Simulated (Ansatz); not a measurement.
## Computed map of one atom of the cell: Bi (A7 type, space group R-3m)

Starting cell, Bi (A7 type, space group R-3m):

```
Bi
1.0
    2.26027     1.30497     4.00943
   -2.26027     1.30497     4.00943
    0.00000    -2.60994     4.00943
Bi
2
Direct
  0.23371   0.23371   0.23371
  0.76629   0.76629   0.76629
```

Two-dimensional scan of atom 1 (Bi, nearest neighbour Bi at 3.068 Å; its periodic images, 4.5 Å or more away, move with it): u runs along (0.707, 0.707, 0.000), v along (0.000, 0.000, 1.000) (Cartesian). Cell and other atoms are fixed.

These are r2SCAN+rVV10 (plane waves to 500 eV, PAW, scalar-relativistic; Ansatz, a quantum-chemistry and plane-wave program) values and carry that method's errors. k mesh 10×10×10 (Γ-centred), Fermi-Dirac smearing 0.05 eV. Energies are smeared free energies. Points where atoms come too close for the PAW data are left out (x in tables, blank in figures). With partly filled bands, energies and forces of such displacements shift with the k mesh and the smearing. Fu and Fv are the components of the force on the atom. Bi was relaxed with its symmetry unable to fall. Spin-orbit coupling is left out, though Bi is heavy. ΔE is measured from the undisplaced structure. Axes are in Å.

ΔE (eV/cell), with u across and v down:

| v \ u | -1.010 | -0.505 | 0.000 | 0.505 | 1.010 |
|---|---|---|---|---|---|
| -1.010 | x | 3.972 | 2.332 | x | x |
| -0.505 | 3.759 | 1.662 | 0.712 | 2.192 | x |
| 0.000 | 1.432 | 0.310 | 0.000 | 0.467 | 3.036 |
| 0.505 | 1.640 | 0.212 | 0.120 | 0.170 | 1.236 |
| 1.010 | x | 1.001 | 0.136 | 0.712 | 2.157 |

Fv (eV/Å), with u across and v down:

```tsv
v \ u	-1.010	-0.505	0.000	0.505	1.010
-1.010	x	4.25	2.88	x	x
-0.505	6.93	4.21	2.78	5.25	x
0.000	2.04	1.09	-0.01	1.58	7.36
0.505	-3.03	-0.43	0.50	-0.05	0.63
1.010	x	-3.20	-1.26	-2.51	-4.40
```

Summary:

- Lowest place on the grid: u = 0.000 Å, v = 0.000 Å (0 meV/cell)

(A displaced cell: forces are minus the slopes of the energy, force constants its curvatures, and phonons follow from these.)
